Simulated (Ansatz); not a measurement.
Question: Name crystals whose computed values (DFT-LDA in the program Ansatz with PAW potentials) fall in these windows: B₀ by P(V) fit (GPa) 270 to 360; highest Γ mode, no LO–TO term (cm⁻¹) 730 to 880; G_Hill (GPa) 200 to 260.

Answer: 

| crystal | B₀ by P(V) fit (GPa) | highest Γ mode, no LO–TO term (cm⁻¹) | G_Hill (GPa) |
|---|---|---|---|
| NbB2, P6/mmm (Nb on 1a, B on 2d) | 313 | 815 | 226 |
Others may fit too.

Standing as an ambient phase not checked: NbB2, P6/mmm (Nb on 1a, B on 2d). The cell was relaxed under the symmetry of its start. Rows with no word on spin ran without spin polarisation. Scalar-relativistic: spin–orbit coupling is off unless named, which matters more the heavier the elements.

Potentials: the later of the program's two PAW sets.
